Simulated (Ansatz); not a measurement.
# La2HfO2: start and end of a relaxation

Recipe of this trial structure of La2HfO2: random cell by space group and Wyckoff sites (P6/mmm, No. 191). Lengths were set from tabulated atomic sizes, so they are only a guess.

start.cif

```cif
data_structure
_symmetry_space_group_name_H-M 'P 1'
_symmetry_Int_Tables_number 1
_cell_length_a 5.3327
_cell_length_b 5.3327
_cell_length_c 4.1142
_cell_angle_alpha 90.000
_cell_angle_beta 90.000
_cell_angle_gamma 120.000
_cell_volume 101.32
loop_
_atom_site_label
_atom_site_type_symbol
_atom_site_fract_x
_atom_site_fract_y
_atom_site_fract_z
_atom_site_occupancy
La1 La 0.33333 0.66667 0.50000 1
La2 La 0.66667 0.33333 0.50000 1
Hf1 Hf 0.00000 0.00000 0.00000 1
O1 O 0.33333 0.66667 0.00000 1
O2 O 0.66667 0.33333 0.00000 1
```

The calculation used DFT PBE, scalar-relativistic, plane waves, PAW in Ansatz. Cutoff 420 eV, Gaussian smearing, Γ-centred meshes. Cell and atoms relax first on a coarse mesh and then on a finer one. In between, the cell is made exact in the group found at 0.06 Å. In metals the finer mesh still leaves noise of several meV/atom or more. The steps can't lower the symmetry of their start. No spin polarisation.

end.cif

```cif
data_structure
_symmetry_space_group_name_H-M 'P 1'
_symmetry_Int_Tables_number 1
_cell_length_a 5.5459
_cell_length_b 5.5459
_cell_length_c 4.4058
_cell_angle_alpha 90.000
_cell_angle_beta 90.000
_cell_angle_gamma 120.000
_cell_volume 117.36
loop_
_atom_site_label
_atom_site_type_symbol
_atom_site_fract_x
_atom_site_fract_y
_atom_site_fract_z
_atom_site_occupancy
La1 La 0.33333 0.66667 0.50000 1
La2 La 0.66667 0.33333 0.50000 1
Hf1 Hf 0.00000 0.00000 0.00000 1
O1 O 0.33333 0.66667 0.00000 1
O2 O 0.66667 0.33333 0.00000 1
```

The symmetry stays P6/mmm (No. 191). The volume per atom grows by 15.8 %, from 20.3 to 23.5 Å³. The shortest distance goes from 2.06 Å (La–O) to 2.20 Å (La–O). The energy falls by about 0.20 eV/atom (the start's value is from the coarse mesh).

```yaml
Volume_per_atom: 23.47 Å³
Density: 6.91 g/cm³
Energy_over_the_elements: −0.90 eV/atom
Gap_on_the_12×12×8_mesh_of_the_5-atom_cell: 0 eV (a metal)
```

Energies over the elements count from the elements' standard structures at the same level (O₂ as a molecule), with no fitted energy shifts.

The last run used Gaussian smearing of 0.10 eV. These runs have no spin–orbit coupling, which can matter for Hf. A structure relaxed within its symmetry needn't be a true minimum. In all, the 3 runs took 3.8 min on 1 thread of Arm Neoverse V2 (shared host). Another cell of La2HfO2 relaxed alike, in Cmmm, lies 1.14 eV/atom lower, so this cell isn't the stable form at this level.
